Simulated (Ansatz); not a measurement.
# KNi$_{2}$S$_{2}$: pressure against volume

KNi$_{2}$S$_{2}$, I4/mmm, a = 3.739 Å, c = 12.278 Å. The structure is a COD entry; whether it is the stable form wasn't checked. Ansatz: PBEsol, PAW, 420 eV, Γ-centred 14×14×14 mesh on 5 atoms, Gaussian smearing 0.10 eV; no spin polarisation. Shape and atoms are relaxed at each volume; pressure is positive in compression.

```tsv
V (Å³/atom)	P (GPa)
15.107	?
15.622	6.11
16.137	3.67
16.652	1.67
17.167	0.00
17.682	-1.31
18.197	-2.40
18.884	-3.52
```

Task: Take V0 = 17.167 Å³/atom, fit the third-order Birch–Murnaghan form to the other rows, and predict the missing pressure.

Result: With the Eulerian strain f = ½[(V0/V)^(2/3) − 1] and y = P/[3f(1 + 2f)^(5/2)], the form is the line y = B0 + 1.5 B0 (B0′ − 4) f. Rows (f, y): 0.03245, 53.6; 0.02106, 52.4; 0.01026, 51.6; -0.00976, 47.0; -0.01905, 46.3; -0.03079, 44.7. Means f = 0.0006950, y = 49.267; Σ(Δf)² = 0.003005, ΣΔfΔy = 0.4498; the slope is their ratio. y = 49.16 + 149.7 f GPa, so B0 = 49.2 GPa and B0′ = 4 + 2 × (149.7)/(3 × 49.16) = 6.03. At V = 15.107, f = 0.04448, y = 55.82 and P = 9.22 GPa. The run gave 9.08 GPa, so the fit is 0.14 GPa too high, 1.1 % of the span of the series, against an rms of 0.02 GPa on the fitted rows. The row lies outside the fitted range. A fourth-order term fitted to the same rows gives P = 9.15 GPa at this row's volume (the line 9.22, the run 9.08), which recovers part of the miss.

Spin polarisation was left out, and a magnetic state may lie lower.